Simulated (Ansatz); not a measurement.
Relaxed TaN (space group P6/mmm):

```
TaN
1.0
    5.16631     0.00000     0.00000
   -2.58316     4.47416     0.00000
    0.00000     0.00000     2.88930
Ta N
3 3
Direct
  0.00000   0.00000   0.00000
  0.33333   0.66667   0.50000
  0.66667   0.33333   0.50000
  0.50000   0.00000   0.00000
  0.50000   0.50000   0.00000
  0.00000   0.50000   0.00000
```

A phonon eigenvector at Γ is frozen into this cell: atom i moves by Q times the vector below, so Q is the largest atomic displacement, in Å. The cell is held.

```csv
atom,x,y,z
N4,-1.000,0.000,0.000
N5,0.500,0.866,0.000
N6,0.500,-0.866,0.000
```

Atoms not listed stay in place.

Calculation: LDA (plane waves to 420 eV, PAW, scalar-relativistic; Ansatz, a quantum-chemistry and plane-wave program). k mesh 11×11×16 (Γ-centred), Fermi-Dirac smearing 0.05 eV. Energies are smeared free energies. With partly filled bands, energies and forces of such displacements shift with the k mesh and the smearing. Spin-orbit coupling is left out, though Ta is heavy. TaN is run without spin polarisation. TaN was relaxed with its symmetry unable to fall. This is one of several known forms of TaN; the measured ambient cells at hand have space group No. 189. ΔE is measured from the undisplaced structure. The last digit holds for this mesh only.

| Q (Å) | ΔE (meV/cell) |
|---|---|
| -0.660 | withheld |
| -0.550 | -2795.2 |
| -0.440 | -2476.5 |
| -0.330 | -1765.1 |
| -0.220 | -943.4 |
| -0.110 | -271.3 |
| 0.000 | 0.0 |
| 0.110 | -271.3 |
| 0.220 | -943.4 |
| 0.330 | -1765.1 |
| 0.440 | -2476.5 |
| 0.550 | -2795.2 |
| 0.660 | withheld |

Q: Fit an even polynomial form (powers 2, 4, 6) to the given rows and predict ΔE at Q = -0.660.

A: Least squares on the 11 given rows: ΔE = (-21980)·Q² + (57470)·Q⁴ + (-50740)·Q⁶, in meV/cell with Q in Å; root-mean-square residual 9.18 meV/cell. At -0.660 the fit gives -2863.6 meV/cell; the calculation gives -2384.0 meV/cell, so the extrapolation is off by -479.6 (-20.1 %). The quadratic term alone would give -9574.5 meV/cell: it is negative, as the undisplaced cell is unstable along this move.

(A displaced cell: forces are minus the slopes of the energy, force constants its curvatures, and phonons follow from these.)
